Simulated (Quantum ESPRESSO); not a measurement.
Kohn-Sham bands of SiO₂ (P6₄22)

```
SiO2
1.0
    5.06052     0.00000     0.00000
   -2.53026     4.38254     0.00000
    0.00000     0.00000     5.54135
Si O
3 6
Cartesian
 -1.26513   2.19127   1.84712
  2.53026   0.00000   0.00000
  1.26513   2.19127  -1.84712
 -1.58347  -0.91422  -0.92356
  0.00000  -1.82844   2.77068
  1.58347  -0.91422   0.92356
  1.58347   0.91422  -0.92356
  0.00000   1.82844   2.77068
 -1.58347   0.91422   0.92356
```

Structure: Materials Project mp-10851, symmetrised, not relaxed again. Not found in the COD (Crystallography Open Database) copy used, which has the formula in other groups; not checked further. Computed values, not measurements, from PBEsol: Quantum ESPRESSO (norm-conserving PseudoDojo potentials, cutoff 68 Ry, no spin polarisation, no spin-orbit coupling) on a Γ-centred 6×6×4 mesh, then Wannier90. Density: 12×12×6 mesh, cold smearing 0.01 Ry.

Energies are relative to the valence-band maximum; weights are on the orthonormalised atomic waves of the pseudopotential files, averaged over the group. 48 electrons a cell are treated as valence.

| bands | from (eV) | to (eV) | filling | weight on atomic waves |
|---|---|---|---|---|
| 1–6 | -19.31 | -17.16 | filled | ___ |
| 7–12 | -9.79 | -4.69 | filled | ___ |
| 13–24 | -3.30 | 0.00 | filled | ___ |

**Question.** Which atomic shells make up each group?

**Answer.** 
- 1–6, weight on atomic waves: O 2s 74 %, Si 3p 16 %, Si 3s 8 %
- 7–12, weight on atomic waves: O 2p 76 %, Si 3p 14 %, Si 3s 7 %
- 13–24, weight on atomic waves: O 2p 92 %, Si 3p 4 %

The Kohn-Sham gap over both meshes and the path is 5.66 eV.
